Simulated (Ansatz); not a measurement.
Starting cell, HfO2 (fluorite):

```
HfO2
1.0
    0.00000     5.09813     5.09813
    2.54906     2.54906     5.09813
    2.54906     2.54906     0.00000
Hf O
2 4
Direct
  0.00000   0.00000   0.00000
  0.50000   0.00000   0.00000
  0.00000   0.25000   0.25000
  0.50000   0.25000   0.25000
  0.00000   0.75000   0.75000
  0.50000   0.75000   0.75000
```

A phonon eigenvector at X = (0.5, 0.5, 0.0) is frozen into this cell: atom i moves by Q times the vector below, so Q is the largest atomic displacement, in Å. The cell is held. (q is in reciprocal vectors of the primitive cell; the cell shown is doubled to hold the pattern.)

| atom | x | y | z |
|---|---|---|---|
| O3 | 0.000 | 0.000 | 1.000 |
| O4 | 0.000 | 0.000 | -1.000 |
| O5 | 0.000 | 0.000 | 1.000 |
| O6 | 0.000 | 0.000 | -1.000 |

Atoms not listed stay in place.

The numbers are results of PBE (plane waves to 420 eV, PAW, scalar-relativistic; Ansatz, a first-principles code), not measurements. k mesh 11×11×11 (Γ-centred), Fermi-Dirac smearing 0.05 eV. Energies are smeared free energies. HfO2 is run without spin polarisation. HfO2 was relaxed with its symmetry unable to fall. Spin-orbit coupling is left out, though Hf is heavy. The PAW data are Ansatz's earlier set. This is a high-temperature form of HfO2. The zero of ΔE is the undisplaced structure.

Successive frames, forces in eV/Å:

```json
[
 {"frame": "Q = 0.440 Å", "ΔE (eV/cell)": "0.370", "F on Hf1": "(0.000, 0.000, 0.000)", "F on Hf2": "(0.000, 0.000, 0.000)", "F on O3": "(0.000, 0.000, -1.456)", "F on O4": "(0.000, 0.000, 1.456)", "F on O5": "(0.000, 0.000, -1.456)", "F on O6": "(0.000, 0.000, 1.456)"},
 {"frame": "Q = 0.367 Å", "ΔE (eV/cell)": "0.038", "F on Hf1": "(0.000, 0.000, 0.000)", "F on Hf2": "(0.000, 0.000, 0.000)", "F on O3": "(0.000, 0.000, -0.825)", "F on O4": "(0.000, 0.000, 0.825)", "F on O5": "(0.000, 0.000, -0.825)", "F on O6": "(0.000, 0.000, 0.825)"},
 {"frame": "Q = 0.293 Å", "ΔE (eV/cell)": "-0.124", "F on Hf1": "(0.000, 0.000, 0.000)", "F on Hf2": "(0.000, 0.000, 0.000)", "F on O3": "(0.000, 0.000, -0.298)", "F on O4": "(0.000, 0.000, 0.298)", "F on O5": "(0.000, 0.000, -0.298)", "F on O6": "(0.000, 0.000, 0.298)"},
 {"frame": "Q = 0.220 Å", "ΔE (eV/cell)": "-0.152", "F on Hf1": "(0.000, 0.000, 0.000)", "F on Hf2": "(0.000, 0.000, 0.000)", "F on O3": "(0.000, 0.000, 0.072)", "F on O4": "(0.000, 0.000, -0.072)", "F on O5": "(0.000, 0.000, 0.072)", "F on O6": "(0.000, 0.000, -0.072)"}
]
```

Question: What are the energy and the forces in the next frame, Q = 0.147 Å?

Answer: ΔE (eV/cell) = -0.101.

```tsv
atom	Fx	Fy	Fz
Hf1	0.000	0.000	0.000
Hf2	0.000	0.000	0.000
O3	0.000	0.000	0.243
O4	0.000	0.000	-0.243
O5	0.000	0.000	0.243
O6	0.000	0.000	-0.243
```

(A displaced cell: forces are minus the slopes of the energy, force constants its curvatures, and phonons follow from these.)
